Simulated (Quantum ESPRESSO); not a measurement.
AsSiF3O3, one run as intended and one with a planted mistake

Simulated, not a measurement. The program is pw.x of Quantum ESPRESSO 7.5 (plane-wave density functional theory). The cell is made up: 8 atoms on a quartz lattice with one site empty, with randomly drawn elements, strain and displacements, not relaxed. PseudoDojo standard norm-conserving files (v0.5 for PBE, v0.4.1 for LDA and PBEsol) set the functional; there is no spin polarisation, spin-orbit coupling or dispersion term, and the masses in the input are unused placeholders.

Intended input:

```
&control calculation='scf', pseudo_dir='./dojo.nc.sr.pbe.v0_5.standard.upf', outdir='./o', disk_io='low', tprnfor=.true., tstress=.true. /
&system ibrav=0, nat=8, ntyp=4, nbnd=35, ecutwfc=84.00895049, nosym=.true., tot_charge=0,
 occupations='smearing', smearing='fd', degauss=0.0018374661
/
&electrons conv_thr=7.350e-09, electron_maxstep=60, /
ATOMIC_SPECIES
As 1.0 As.upf
F 1.0 F.upf
O 1.0 O.upf
Si 1.0 Si.upf
CELL_PARAMETERS angstrom
5.0739 -0.062 -0.0703
-2.5907 4.5026 0.0262
-0.0771 -0.0113 5.4803
ATOMIC_POSITIONS angstrom
As 2.3326 0.0048 3.5309
Si 1.3489 2.424 0.0299
F 1.4804 1.1349 4.0789
O 3.21 0.5581 2.4643
F 2.6782 2.6482 0.608
F 0.2661 1.883 1.1672
O -1.2253 3.3264 2.9791
O 0.6607 3.8299 4.8217
K_POINTS automatic
5 5 4 1 1 1
```

The log is shortened where brackets say so; the opening notice, blank lines, dates and the lines on written files are dropped, and the path of the files is cut. It prints rydbergs, bohrs and kilobars, and counts compression as positive stress. Where no state is partly filled, the Fermi energy that it prints is only some level between the filled and the empty states on the mesh, and need not lie in the true gap.

Log of the intended run:

```
     Program PWSCF v.7.5
     Parallel version (MPI & OpenMP), running on       4 processor cores
     Number of MPI processes:                 4
     Threads/MPI process:                     1
     [start-up lines left out]
     bravais-lattice index     =            0
     lattice parameter (alat)  =       9.5899  a.u.
     unit-cell volume          =     838.7938 (a.u.)^3
     number of atoms/cell      =            8
     number of atomic types    =            4
     number of electrons       =        58.00
     number of Kohn-Sham states=           35
     kinetic-energy cutoff     =      84.0090  Ry
     charge density cutoff     =     336.0358  Ry
     scf convergence threshold =      7.3E-09
     mixing beta               =       0.7000
     number of iterations used =            8  plain     mixing
     Exchange-correlation= PBE
                           (   1   4   3   4   0   0   0)
     [axes and pseudopotential details left out]
   Cartesian axes
     site n.     atom                  positions (alat units)
         1        As     tau(   1) = (   0.4596468   0.0009459   0.6957760  )
         2        Si     tau(   2) = (   0.2658054   0.4776575   0.0058919  )
         3        F      tau(   3) = (   0.2917179   0.2236359   0.8037612  )
         4        O      tau(   4) = (   0.6325415   0.1099755   0.4855988  )
         5        F      tau(   5) = (   0.5277485   0.5218369   0.1198085  )
         6        F      tau(   6) = (   0.0524359   0.3710516   0.2300008  )
         7        O      tau(   7) = (  -0.2414496   0.6554785   0.5870419  )
         8        O      tau(   8) = (   0.1301932   0.7546949   0.9501325  )
     number of k points=    50  Fermi-Dirac smearing, width (Ry)=  0.0018
                       cart. coord. in units 2pi/alat
        k(    1) = (   0.1037442   0.1717156   0.1175638), wk =   0.0400000
        k(    2) = (   0.1069585   0.1722176   0.3491104), wk =   0.0400000
     [further k points left out]
     Dense  grid:    87217 G-vectors     FFT dimensions: (  60,  60,  64)
     Estimated max dynamical RAM per process >     190.06 MB
     Estimated total dynamical RAM >     696.38 MB
     Initial potential from superposition of free atoms
     starting charge      57.9991, renormalised to      58.0000
     Starting wfcs are   37 randomized atomic wfcs
     total cpu time spent up to now is        2.7 secs
     per-process dynamical memory:   147.0 Mb
     Self-consistent Calculation
     iteration #  1     ecut=    84.01 Ry     beta= 0.70
     Davidson diagonalization with overlap
     ethr =  1.00E-02,  avg # of iterations =  3.1
     total cpu time spent up to now is        8.1 secs
     total energy              =    -466.44672873 Ry
     estimated scf accuracy    <       2.28684033 Ry
     iteration #  2     ecut=    84.01 Ry     beta= 0.70
     Davidson diagonalization with overlap
     ethr =  3.94E-03,  avg # of iterations =  4.1
     total cpu time spent up to now is       13.4 secs
     total energy              =    -465.88163771 Ry
     estimated scf accuracy    <       7.35823406 Ry
     [iterations 3 to 12 left out]
     iteration # 13     ecut=    84.01 Ry     beta= 0.70
     Davidson diagonalization with overlap
     ethr =  1.35E-10,  avg # of iterations =  2.0
     total cpu time spent up to now is       61.6 secs
     total energy              =    -467.50543272 Ry
     estimated scf accuracy    <       0.00000001 Ry
     iteration # 14     ecut=    84.01 Ry     beta= 0.70
     Davidson diagonalization with overlap
     ethr =  2.13E-11,  avg # of iterations =  2.0
     total cpu time spent up to now is       65.7 secs
     End of self-consistent calculation
     [lines on levels left out]
     the Fermi energy is     3.5231 ev
!    total energy              =    -467.50543272 Ry
     estimated scf accuracy    <          7.9E-10 Ry
     smearing contrib. (-TS)   =      -0.00000000 Ry
     internal energy E=F+TS    =    -467.50543272 Ry
     The total energy is F=E-TS. E is the sum of the following terms:
     one-electron contribution =    -355.98523006 Ry
     hartree contribution      =     203.43990888 Ry
     xc contribution           =    -109.39735255 Ry
     ewald contribution        =    -205.56275899 Ry
     convergence has been achieved in  14 iterations
     Forces acting on atoms (cartesian axes, Ry/au):
     atom    1 type  1   force =     0.07143477   -0.57376828   -0.14391374
     atom    2 type  4   force =    -0.27871313    0.08745794   -0.01094337
     atom    3 type  2   force =    -0.31502988    0.43702453    0.27459920
     atom    4 type  3   force =     0.24262666    0.16890630   -0.24815078
     atom    5 type  2   force =     0.15748699    0.00565848    0.04146555
     atom    6 type  2   force =     0.08345755    0.00649410   -0.09986466
     atom    7 type  3   force =    -0.05882397   -0.01892781    0.04839755
     atom    8 type  3   force =     0.09756102   -0.11284527    0.13841025
     Total force =     1.022836     Total SCF correction =     0.000064
     Computing stress (Cartesian axis) and pressure
          total   stress  (Ry/bohr**3)                   (kbar)     P=      174.88
   0.00157268  -0.00025488  -0.00043688          231.35      -37.49      -64.27
  -0.00025488   0.00113090   0.00028404          -37.49      166.36       41.78
  -0.00043688   0.00028404   0.00086279          -64.27       41.78      126.92
     init_run     :      2.57s CPU      2.68s WALL (       1 calls)
     electrons    :     62.70s CPU     62.98s WALL (       1 calls)
     forces       :      0.71s CPU      0.72s WALL (       1 calls)
     stress       :      2.46s CPU      2.46s WALL (       1 calls)
     [timing details left out]
     PWSCF        :   1m 8.53s CPU   1m 8.94s WALL
     JOB DONE.
```

A second run has one planted mistake: the cell and the positions are scaled by a wrong factor. The input lines that differ, file-writing options aside:

```
- 5.0739 -0.062 -0.0703
+ 5.1465 -0.0629 -0.0713
- -2.5907 4.5026 0.0262
+ -2.6277 4.567 0.0266
- -0.0771 -0.0113 5.4803
+ -0.0782 -0.0115 5.5587
- As 2.3326 0.0048 3.5309
+ As 2.366 0.0049 3.5814
- Si 1.3489 2.424 0.0299
+ Si 1.3682 2.4587 0.0303
- F 1.4804 1.1349 4.0789
+ F 1.5016 1.1511 4.1372
- O 3.21 0.5581 2.4643
+ O 3.2559 0.5661 2.4995
- F 2.6782 2.6482 0.608
+ F 2.7165 2.6861 0.6167
- F 0.2661 1.883 1.1672
+ F 0.2699 1.9099 1.1839
- O -1.2253 3.3264 2.9791
+ O -1.2428 3.374 3.0217
- O 0.6607 3.8299 4.8217
+ O 0.6701 3.8847 4.8907
```

Its log:

```
     Program PWSCF v.7.5
     Parallel version (MPI & OpenMP), running on       4 processor cores
     Number of MPI processes:                 4
     Threads/MPI process:                     1
     [start-up lines left out]
     bravais-lattice index     =            0
     lattice parameter (alat)  =       9.7271  a.u.
     unit-cell volume          =     875.3088 (a.u.)^3
     number of atoms/cell      =            8
     number of atomic types    =            4
     number of electrons       =        58.00
     number of Kohn-Sham states=           35
     kinetic-energy cutoff     =      84.0090  Ry
     charge density cutoff     =     336.0358  Ry
     scf convergence threshold =      7.3E-09
     mixing beta               =       0.7000
     number of iterations used =            8  plain     mixing
     Exchange-correlation= PBE
                           (   1   4   3   4   0   0   0)
     [axes and pseudopotential details left out]
   Cartesian axes
     site n.     atom                  positions (alat units)
         1        As     tau(   1) = (   0.4596515   0.0009519   0.6957717  )
         2        Si     tau(   2) = (   0.2658052   0.4776606   0.0058865  )
         3        F      tau(   3) = (   0.2917213   0.2236284   0.8037490  )
         4        O      tau(   4) = (   0.6325356   0.1099783   0.4855870  )
         5        F      tau(   5) = (   0.5277444   0.5218385   0.1198086  )
         6        F      tau(   6) = (   0.0524345   0.3710433   0.2300006  )
         7        O      tau(   7) = (  -0.2414433   0.6554793   0.5870367  )
         8        O      tau(   8) = (   0.1301828   0.7546949   0.9501342  )
     number of k points=    50  Fermi-Dirac smearing, width (Ry)=  0.0018
                       cart. coord. in units 2pi/alat
        k(    1) = (   0.1037445   0.1717145   0.1175652), wk =   0.0400000
        k(    2) = (   0.1069585   0.1722151   0.3491125), wk =   0.0400000
     [further k points left out]
     Dense  grid:    91029 G-vectors     FFT dimensions: (  60,  60,  64)
     Estimated max dynamical RAM per process >     197.38 MB
     Estimated total dynamical RAM >     722.84 MB
     Initial potential from superposition of free atoms
     starting charge      57.9991, renormalised to      58.0000
     Starting wfcs are   37 randomized atomic wfcs
     total cpu time spent up to now is        2.2 secs
     per-process dynamical memory:   150.2 Mb
     Self-consistent Calculation
     iteration #  1     ecut=    84.01 Ry     beta= 0.70
     Davidson diagonalization with overlap
     ethr =  1.00E-02,  avg # of iterations =  3.0
     total cpu time spent up to now is        5.9 secs
     total energy              =    -466.46828031 Ry
     estimated scf accuracy    <       2.28561351 Ry
     iteration #  2     ecut=    84.01 Ry     beta= 0.70
     Davidson diagonalization with overlap
     ethr =  3.94E-03,  avg # of iterations =  4.2
     total cpu time spent up to now is        9.8 secs
     total energy              =    -465.88395168 Ry
     estimated scf accuracy    <       7.88277479 Ry
     [iterations 3 to 12 left out]
     iteration # 13     ecut=    84.01 Ry     beta= 0.70
     Davidson diagonalization with overlap
     ethr =  2.49E-10,  avg # of iterations =  2.0
     total cpu time spent up to now is       44.5 secs
     total energy              =    -467.54113952 Ry
     estimated scf accuracy    <       0.00000002 Ry
     iteration # 14     ecut=    84.01 Ry     beta= 0.70
     Davidson diagonalization with overlap
     ethr =  3.16E-11,  avg # of iterations =  2.0
     total cpu time spent up to now is       47.3 secs
     End of self-consistent calculation
     [lines on levels left out]
     the Fermi energy is     3.0031 ev
!    total energy              =    -467.54113952 Ry
     estimated scf accuracy    <          1.3E-09 Ry
     smearing contrib. (-TS)   =      -0.00000000 Ry
     internal energy E=F+TS    =    -467.54113952 Ry
     The total energy is F=E-TS. E is the sum of the following terms:
     one-electron contribution =    -360.80541523 Ry
     hartree contribution      =     205.12670273 Ry
     xc contribution           =    -109.20120638 Ry
     ewald contribution        =    -202.66122064 Ry
     convergence has been achieved in  14 iterations
     Forces acting on atoms (cartesian axes, Ry/au):
     atom    1 type  1   force =     0.07026682   -0.53149549   -0.16037299
     atom    2 type  4   force =    -0.25139965    0.09676786    0.00437200
     atom    3 type  2   force =    -0.27667962    0.38834620    0.24992492
     atom    4 type  3   force =     0.19579665    0.14030675   -0.19195610
     atom    5 type  2   force =     0.11179332   -0.00089384    0.02435970
     atom    6 type  2   force =     0.09389118    0.01437679   -0.10926571
     atom    7 type  3   force =    -0.03377091    0.00819349    0.05802053
     atom    8 type  3   force =     0.09010221   -0.11560176    0.12491766
     Total force =     0.919858     Total SCF correction =     0.000060
     Computing stress (Cartesian axis) and pressure
          total   stress  (Ry/bohr**3)                   (kbar)     P=      115.16
   0.00109505  -0.00026355  -0.00037985          161.09      -38.77      -55.88
  -0.00026355   0.00074974   0.00029916          -38.77      110.29       44.01
  -0.00037985   0.00029916   0.00050368          -55.88       44.01       74.09
     init_run     :      2.12s CPU      2.19s WALL (       1 calls)
     electrons    :     44.89s CPU     45.04s WALL (       1 calls)
     forces       :      0.62s CPU      0.62s WALL (       1 calls)
     stress       :      2.03s CPU      2.03s WALL (       1 calls)
     [timing details left out]
     PWSCF        :     49.73s CPU     49.98s WALL
     JOB DONE.
```

```
                                            intended run  run with the mistake
                          free energy (eV)     -6360.735             -6361.221
                    smearing term -TS (eV)        0.0000                0.0000
                            pressure (GPa)         17.49                 11.52
            largest force component (eV/Å)        14.752                13.665
largest change of a force component (eV/Å)                               1.445
                                iterations            14                    14
```

For scale, a rerun of the intended cell at 1437 eV and a 7 x 7 x 6 mesh moved values by no more than 0.004 eV in energy, 0.02 GPa in stress and 0.003 eV/Å in force.